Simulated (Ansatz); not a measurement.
BaNbNO2:
```cif
data_BaNNbO2
_chemical_formula_sum 'Ba1 Nb1 N1 O2'
_space_group_name_H-M_alt 'P4/mmm'
_space_group_IT_number 123
_space_group_name_Hall '-P 4 2'
_cell_length_a 4.08552
_cell_length_b 4.08552
_cell_length_c 4.08814
_cell_angle_alpha 90.000
_cell_angle_beta 90.000
_cell_angle_gamma 90.000
loop_
_atom_site_label
_atom_site_type_symbol
_atom_site_symmetry_multiplicity
_atom_site_Wyckoff_symbol
_atom_site_fract_x
_atom_site_fract_y
_atom_site_fract_z
_atom_site_occupancy
Ba1 Ba 1 a 0.00000 0.00000 0.00000 1
Nb1 Nb 1 d 0.50000 0.50000 0.50000 1
N1 N 1 c 0.50000 0.50000 0.00000 1
O1 O 2 e 0.00000 0.50000 0.50000 1
```

Relaxed at zero pressure with PBEsol in the plane-wave PAW code Ansatz.

**Question.** The volume is lowered by 9 % and shape and atoms relax at that volume. What pressure results, and how do the axes share the change?

**Answer.** 22.2 GPa; a -3.2 %, b -3.2 %, c -2.9 %; the energy rises by 78 meV/atom.

**Question.** Give the new structure.

**Answer.** 
Space group P4/mmm (No. 123); a = 3.955 Å, b = 3.955 Å, c = 3.970 Å, α = 90.00°, β = 90.00°, γ = 90.00°

```
atom  site  symmetry       x       y       z
----  ----  --------  ------  ------  ------
Ba      1a     4/mmm  0.0000  0.0000  0.0000
Nb      1d     4/mmm  0.5000  0.5000  0.5000
N       1c     4/mmm  0.5000  0.5000  0.0000
O       2e      mmm.  0.0000  0.5000  0.5000
```

The phase is kept; no other phase was compared at this pressure.

The workflow started from a Materials Project entry (that database holds measured and hypothetical structures alike); the Crystallography Open Database copy checked does not list it. With N and O taken as one species the cell has the higher symmetry Pm-3m, so it may be an ordered model of a mixed-site phase. Whether it is the stable phase at ambient conditions was not checked. The cell was relaxed with PBEsol under the symmetry of its start. At this level the phase is dynamically unstable (imaginary phonons). No spin polarisation was allowed. Scalar-relativistic: spin–orbit coupling is off unless named, which matters more the heavier the elements.

Potentials: the later of the program's two PAW sets.
